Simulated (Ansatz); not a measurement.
Pt₃W:
```cif
data_Pt6W2
_chemical_formula_sum 'Pt6 W2'
_space_group_name_H-M_alt 'I4/mmm'
_space_group_IT_number 139
_space_group_name_Hall '-I 4 2'
_cell_length_a 3.88898
_cell_length_b 3.88898
_cell_length_c 8.03530
_cell_angle_alpha 90.000
_cell_angle_beta 90.000
_cell_angle_gamma 90.000
loop_
_atom_site_label
_atom_site_type_symbol
_atom_site_symmetry_multiplicity
_atom_site_Wyckoff_symbol
_atom_site_fract_x
_atom_site_fract_y
_atom_site_fract_z
_atom_site_occupancy
Pt1 Pt 4 d 0.00000 0.50000 0.25000 1
Pt2 Pt 2 b 0.00000 0.00000 0.50000 1
W1 W 2 a 0.00000 0.00000 0.00000 1
```
(The calculation used a cell of 4 atoms; values per cell refer to that cell.)

Relaxed at zero pressure with DFT-r²SCAN in the program Ansatz with PAW potentials.

The volume is raised by 9 % and shape and atoms relax at that volume. What pressure results, and how do the axes share the change?

-21.3 GPa; a 2.8 %, b 2.8 %, c 3.0 %; the energy rises by 99 meV/atom.

Give the new structure.


Space group I4/mmm (No. 139); a = b = 3.9997 Å, c = 8.2803 Å, α = β = γ = 90.00°

```
atom  site  symmetry       x       y       z
----  ----  --------  ------  ------  ------
Pt      4d      -4m2  0.0000  0.5000  0.2500
Pt      2b     4/mmm  0.0000  0.0000  0.5000
W       2a     4/mmm  0.0000  0.0000  0.0000
```

The phase is kept; no other phase was compared at this pressure.

The first step of the workflow began from a Materials Project structure, measured or hypothetical; the Crystallography Open Database copy checked does not list it. Whether it is the stable phase at ambient conditions was not checked. The r²SCAN relaxation kept the symmetry of its start; whether a distortion lowers the energy is not shown. The run is not spin-polarised. Axis ratios of metals converge slowly with the k-mesh, so a and c are less sure than the volume. Scalar-relativistic: spin–orbit coupling is off unless named, which matters more the heavier the elements.

Potentials: the later of the program's two PAW sets.
